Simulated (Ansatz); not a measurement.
## NaYZnS3O12: checking a database structure before trusting its electric field gradients

The cell is a computed structure from the Materials Project (it need not be an observed phase), atoms as given.

```cif
data_NaYZnS3O12
_symmetry_space_group_name_H-M 'R3c:H'
_symmetry_Int_Tables_number 161
_cell_length_a 8.9542
_cell_length_b 8.9542
_cell_length_c 23.6462
_cell_angle_alpha 90.000
_cell_angle_beta 90.000
_cell_angle_gamma 120.000
loop_
_atom_site_label
_atom_site_type_symbol
_atom_site_symmetry_multiplicity
_atom_site_Wyckoff_symbol
_atom_site_fract_x
_atom_site_fract_y
_atom_site_fract_z
Na Na 6 a 0.0000 0.0000 0.5056
Y Y 6 a 0.0000 0.0000 0.3521
Zn Zn 6 a 0.0000 0.0000 0.6513
S S 18 b 0.6231 0.6562 0.4156
O13 O 18 b 0.1866 0.9709 0.6978
O19 O 18 b 0.8049 0.0165 0.3004
O25 O 18 b 0.1930 0.1674 0.5884
O31 O 18 b 0.7985 0.8133 0.4115
```

One atom of each set is listed; the run and its k-mesh use a cell of 36 atoms with edges of 9.43, 9.43, 9.43 Å.

The numbers come from a DFT calculation in Ansatz (PBE, plane waves and PAW, scalar-relativistic, 420 eV cutoff, Γ-centred 3×3×3 k-points, Fermi–Dirac smearing 0.02 eV).

Question: Do the atoms and the cell lie near the calculated equilibrium?

Answer: Nearly. The largest force is 0.46 eV/Å, on atom 19 (O: 1 S at 1.48 Å, 1 Y at 2.20 Å, angle 155°), and the pressure is 0.2 GPa. Relaxing the atoms is still advisable, since electric field gradients respond to shifts of a few hundredths of an ångström.
